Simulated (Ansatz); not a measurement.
A trial cell of ZrC2, before relaxation:

```
CELL_PARAMETERS angstrom
3.40194 0.00000 0.00000
0.00000 3.40194 0.00000
0.00000 0.00000 6.80090
ATOMIC_POSITIONS crystal
Zr 0.00000 0.50000 0.72904
Zr 0.50000 0.00000 0.27096
C 0.00000 0.50000 0.37272
C 0.50000 0.00000 0.62728
C 0.00000 0.00000 0.00000
C 0.50000 0.50000 0.00000
```

All numbers below come from Ansatz, DFT PBE, scalar-relativistic, plane waves, PAW. Cutoff 420 eV, Gaussian smearing, Γ-centred meshes. Cell and atoms relax first on a coarse mesh and then on a finer one. In between, the cell is made exact in the group found at 0.06 Å. In metals the finer mesh still leaves noise of several meV/atom or more. The steps can't lower the symmetry of their start. No spin polarisation.

A guess keeps its type if space group and coordination stay and the shape of the cell changes little (axis ratios within about 15 %, angles within 6°); the volume may change.

**Question.** Will the relaxed cell still be of the starting type?

**Answer.** It keeps its type. The symmetry stays P4/nmm (No. 129). The volume per atom shrinks by 16.1 %, from 13.1 to 11.0 Å³. The shortest distance goes from 2.41 Å (C–C) to 2.27 Å (C–C). The ratio c/a of the conventional cell changes by a factor of 1.00. Counting neighbours within 15 % of an atom's shortest distance, the start has C 5/8, Zr 9 and the end C 5/8, Zr 9.

The zero of energy is the elements' standard structures at the same level; no fitted shifts are applied.

**Question.** At what energy does it end?

**Answer.** +0.91 eV/atom. It can't be a ground state, since the elements alone are lower.

The last run used a 12×12×6 mesh (in the run's order of axes) for its 6-atom cell and Gaussian smearing of 0.10 eV. The reference form of C is held partly by dispersion forces, which this level lacks. A structure relaxed within its symmetry needn't be a true minimum.

In counts of neighbours, a slash parts the counts of unlike sites.
